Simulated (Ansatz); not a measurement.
SiO2 in space group P4_12_12 (No. 92; Si on 4a, O on 8b), r²SCAN in the plane-wave PAW code Ansatz. The conduction-band minimum lies at Γ, with 1 equivalent valley. Second derivatives d²E/dk² of the lowest band at one valley (eV·Å²), along Cartesian directions:

```
direction  d²E/dk²
---------  -------
[100]        14.26
[010]        14.26
[001]        14.49
[110]        14.26
[101]        14.37
[011]        14.37
```

Problem. Find the principal effective masses, the density-of-states mass and the conductivity mass.

Solution. Off-diagonal terms follow from H_xy = H[110] − (H_xx + H_yy)/2, and m*/mₑ = 7.620 eV·Å² over each eigenvalue: 0.53, 0.53, 0.53. One valley's DOS mass (m₁m₂m₃)^(1/3) = 0.53, conductivity mass 3/(Σ 1/mᵢ) = 0.53 mₑ.

Problem. What effective density of states Nc follows at 300 K for parabolic valleys?

Solution. Nc = 2.509e19 × 1 × (0.53)^(3/2) ≈ 9.7e18 cm⁻³.

The cell was relaxed with r²SCAN under the symmetry of its start.

Potentials: the later of the program's two PAW sets.

Edges and masses are those of Kohn–Sham bands, whose gap is no quasiparticle gap.
